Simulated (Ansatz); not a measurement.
Ti$_{5}$Si$_{4}$:
```
Ti5Si4
1.0
    6.68452     0.00000     0.00000
    0.00000     6.68452     0.00000
    0.00000     0.00000    12.15507
Ti Si
20 16
Direct
  0.99585   0.14921   0.62190
  0.35079   0.49585   0.87190
  0.00415   0.85079   0.12190
  0.64921   0.50415   0.37190
  0.49585   0.35079   0.12810
  0.85079   0.00415   0.87810
  0.50415   0.64921   0.62810
  0.14921   0.99585   0.37810
  0.00292   0.34590   0.21779
  0.15410   0.50292   0.46779
  0.99708   0.65410   0.71779
  0.84590   0.49708   0.96779
  0.50292   0.15410   0.53221
  0.65410   0.99708   0.28221
  0.49708   0.84590   0.03221
  0.34590   0.00292   0.78221
  0.17116   0.17116   0.00000
  0.32884   0.67116   0.25000
  0.82884   0.82884   0.50000
  0.67116   0.32884   0.75000
  0.04540   0.30058   0.81305
  0.19942   0.54540   0.06305
  0.95460   0.69942   0.31305
  0.80058   0.45460   0.56305
  0.54540   0.19942   0.93695
  0.69942   0.95460   0.68695
  0.45460   0.80058   0.43695
  0.30058   0.04540   0.18695
  0.29458   0.35728   0.67277
  0.14272   0.79458   0.92277
  0.70542   0.64272   0.17277
  0.85728   0.20542   0.42277
  0.79458   0.14272   0.07723
  0.64272   0.70542   0.82723
  0.20542   0.85728   0.57723
  0.35728   0.29458   0.32723
```

Relaxed with r²SCAN.

### Question
Which orbitals make up the states near the Fermi level in r²SCAN (plane waves, PAW; program Ansatz)?

### Answer
Within 0.5 eV of the Fermi level: Ti 3d 87 %, Si 3p 6 %. Projections are on Löwdin-orthogonalised atomic valence shells; empty p or d shells of many metals are not among them.

### Question
Tabulate the density of states.

### Answer
States/eV per cell of 36 atoms, in 0.25 eV bins, energy from the Fermi level.

| E (eV) | total | Ti 3d | Si 3p | Si 3s |
|---|---|---|---|---|
| -7.85 | 5.07 | 0.44 | 0.95 | 2.30 |
| -7.60 | 12.48 | 1.58 | 2.12 | 6.17 |
| -7.35 | 13.55 | 2.13 | 2.15 | 7.08 |
| -7.10 | 19.39 | 4.34 | 2.89 | 10.15 |
| -6.85 | 13.10 | 2.98 | 1.78 | 7.27 |
| -6.60 | 0.00 | 0.00 | 0.00 | 0.00 |
| -6.35 | 0.00 | 0.00 | 0.00 | 0.00 |
| -6.10 | 0.00 | 0.00 | 0.00 | 0.00 |
| -5.85 | 0.00 | 0.00 | 0.00 | 0.00 |
| -5.60 | 0.00 | 0.00 | 0.00 | 0.00 |
| -5.35 | 1.71 | 0.30 | 0.95 | 0.06 |
| -5.10 | 15.76 | 2.77 | 8.74 | 0.68 |
| -4.85 | 14.78 | 2.89 | 8.07 | 0.92 |
| -4.60 | 11.60 | 2.62 | 6.17 | 0.83 |
| -4.35 | 10.73 | 2.47 | 5.79 | 0.76 |
| -4.10 | 13.28 | 3.24 | 7.37 | 0.85 |
| -3.85 | 15.26 | 3.97 | 8.56 | 0.90 |
| -3.60 | 14.96 | 4.13 | 8.51 | 0.75 |
| -3.35 | 17.48 | 4.79 | 10.35 | 0.64 |
| -3.10 | 22.77 | 6.89 | 13.35 | 0.75 |
| -2.85 | 21.94 | 7.51 | 12.36 | 0.66 |
| -2.60 | 24.05 | 9.34 | 12.82 | 0.46 |
| -2.35 | 31.07 | 13.23 | 15.83 | 0.39 |
| -2.10 | 29.90 | 14.14 | 14.22 | 0.27 |
| -1.85 | 36.87 | 19.60 | 15.52 | 0.28 |
| -1.60 | 19.35 | 10.72 | 7.70 | 0.13 |
| -1.35 | 13.83 | 8.67 | 4.45 | 0.09 |
| -1.10 | 23.42 | 17.39 | 4.38 | 0.19 |
| -0.85 | 27.29 | 21.85 | 3.45 | 0.24 |
| -0.60 | 25.85 | 21.87 | 2.09 | 0.22 |
| -0.35 | 33.41 | 29.36 | 1.80 | 0.19 |
| -0.10 | 24.80 | 21.66 | 1.51 | 0.11 |
| 0.15 | 17.35 | 14.80 | 1.34 | 0.08 |
| 0.40 | 10.11 | 8.66 | 0.79 | 0.05 |
| 0.65 | 8.89 | 7.74 | 0.63 | 0.04 |
| 0.90 | 20.18 | 17.75 | 1.24 | 0.10 |
| 1.15 | 28.61 | 25.42 | 1.57 | 0.16 |
| 1.40 | 34.60 | 31.11 | 1.69 | 0.19 |
| 1.65 | 47.50 | 42.92 | 2.20 | 0.33 |
| 1.90 | 43.48 | 39.64 | 1.81 | 0.31 |
| 2.15 | 48.11 | 43.70 | 2.10 | 0.37 |
| 2.40 | 37.12 | 33.30 | 2.02 | 0.35 |

Space group P4_12_12. The workflow started from a Materials Project entry (that database holds measured and hypothetical structures alike); the Crystallography Open Database copy checked does not list it. Its standing as an ambient phase is unchecked. The r²SCAN relaxation kept the symmetry of its start; whether a distortion lowers the energy is not shown. The run is not spin-polarised.

Potentials: the later of the program's two PAW sets.
